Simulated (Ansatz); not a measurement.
## CaHI: do energies and stresses tell the same story?

Level of theory: Ansatz, DFT r2SCAN, scalar-relativistic, plane waves, PAW.

Plane waves to 500 eV, a k mesh through Γ of 6×6×4 on the computed 6-atom cell and Gaussian smearing (0.02 eV); no spin polarisation.

Relaxed cell: P4/nmm, a = 4.018 Å, b = 4.018 Å, c = 9.105 Å, α = 90.00°, β = 90.00°, γ = 90.00°, 6 atoms in the primitive cell. Whether it is the stable form of this composition wasn't checked.

Energies at zero smearing and pressures from the stress tensor, at volumes with shape and atoms relaxed:
| V (Å³/atom) | E − E(first) (meV/atom) | P (GPa) |
| --- | --- | --- |
| 23.032 | 0.00 | 1.191 |
| 23.767 | -3.72 | 0.511 |
| 24.502 | -4.77 | 0.002 |
| 25.237 | -4.05 | -0.314 |
| 25.972 | -2.40 | -0.427 |

Q: Check P = −dE/dV between neighbouring volumes, and get the bulk modulus from the pressures alone.

A: With 1 eV/Å³ = 160.2 GPa:
| middle V (Å³/atom) | −ΔE/ΔV (GPa) | mean P (GPa) |
| --- | --- | --- |
| 23.399 | 0.811 | 0.851 |
| 24.134 | 0.229 | 0.257 |
| 24.869 | -0.157 | -0.156 |
| 25.604 | -0.360 | -0.371 |

The two differ by 0.039 GPa at most. The mean of two end pressures misses the average over a step by about ΔV² P″/12, up to 0.017 GPa here; with that taken off 0.028 GPa remains, from the finite cutoff, the mesh or the relaxation's tolerance. Around V = 24.502 Å³/atom, the two neighbours give B = −V ΔP/ΔV = 24.502 × 0.825 / 1.470 = 13.7 GPa, against B0 = 12.3 GPa from the Birch–Murnaghan fit of the energies, which describes these points poorly (B0' = 15.8).

The cell holds layers, and where no dispersion correction was added their binding is poorly described.

Cost: 6 runs of about 12 core-minutes in all, on Intel Xeon Platinum 8259CL (Skylake/Cascade Lake) (shared hosts).